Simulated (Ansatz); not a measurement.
ZrCu in space group Cm (No. 8; Pearson symbol mS16) at seven volumes, DFT-PBEsol in the program Ansatz with PAW potentials, shape and atoms relaxed at each. One row is withheld.

| V (Å³/atom) | P (GPa) |
|---|---|
| 15.351 | ? |
| 15.857 | 8.90 |
| 16.363 | 4.13 |
| 16.869 | 0.00 |
| 17.375 | -3.58 |
| 17.881 | -6.66 |
| 18.387 | -9.30 |

**Question.** Fit the shown pressures and predict the withheld one.

**Answer.** P = (3/2)B₀(x^(7/2) − x^(5/2))[1 + (3/4)(B′ − 4)(x − 1)] with x = (V₀/V)^(2/3). Least squares on the six rows gives V₀ = 16.868 Å³/atom, B₀ = 128 GPa, B′ = 3.90. At V = 15.351, x = 1.0648 and P = 14.50 GPa. The run itself gave 14.40 GPa.

The workflow started from a Materials Project entry (that database holds measured and hypothetical structures alike); the Crystallography Open Database copy checked does not list it. Its standing as an ambient phase is unchecked. The PBEsol relaxation kept the symmetry of its start. At this level the phase is dynamically unstable (imaginary phonons). The run is not spin-polarised.

Potentials: the later of the program's two PAW sets.
